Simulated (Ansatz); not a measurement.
# Data sheet: SiGe (DFT)

SiGe:
```yaml
crystal:
  lattice:
    - [3.55641, 0.00000, 0.00000]
    - [-1.77821, 3.07994, 0.00000]
    - [0.00000, 0.00000, 3.22978]
  atoms:
    - { symbol: Ge, position: [0.00000, 0.00000, 0.00000] }
    - { symbol: Si, position: [0.66667, 0.33333, 0.50000] }
```

Space group P-6m2 (No. 187); conventional cell a = 3.556 Å, b = 3.556 Å, c = 3.230 Å, α = 90.00°, β = 90.00°, γ = 120.00°.

Method: plane-wave PAW PBEsol (Ansatz code). Structure relaxed to zero pressure with the same functional. Other levels are named where they apply.

**Cell and energy**

- Volume per atom: 17.69 Å³
- Density: 4.73 g/cm³
- Formation energy from the elements (no fitted shifts): 346 meV/atom

**Electronic structure**

- Electronic character: metallic (no gap)
- Density of states at the Fermi level: 0.43 states/eV per atom (mean over ±0.08 eV)
- Gap with spin–orbit coupling: none (metallic)

**Mechanics**

* **Bulk modulus (Birch–Murnaghan fit)**: 72.8 GPa
* **Pressure derivative B′**: 5.6
* **Elastic constants (relaxed ions, GPa)**: C11 = 108, C12 = 34.5, C13 = 86.7, C33 = 126, C44 = 36.5
* **Mechanical stability**: stable (all eigenvalues of C positive)
* **Hill bulk and shear moduli**: 72.7 and 24.4 GPa
* **Young's modulus**: 65.8 GPa
* **Poisson's ratio**: 0.35
* **Debye temperature from the elastic constants**: 292 K

**Phonons**

- Highest zone-centre frequency = 236 cm⁻¹
- Zone-centre stability = no imaginary mode at Γ

The cell is a constructed one: a structure type filled with these elements; neither database checked (COD, Materials Project) lists it. Its standing as an ambient phase is unchecked. The cell was relaxed with PBEsol under the symmetry of its start. As this level gives no gap, shear constants depend on the k-mesh and smearing (Fermi–Dirac, 0.1 eV here). As this level gives no gap, phonon frequencies hold no LO–TO term and depend on the k-mesh and smearing (Fermi–Dirac, 0.1 eV here). The references are the lowest solids computed at this level, not always the standard phases. Scalar-relativistic: spin–orbit coupling is off unless named, which matters more the heavier the elements.

Potentials: the earlier of the program's two PAW sets. The files were generated under PBE; for other functionals the program regenerates the frozen cores, and for LDA and PBEsol the local potential too.
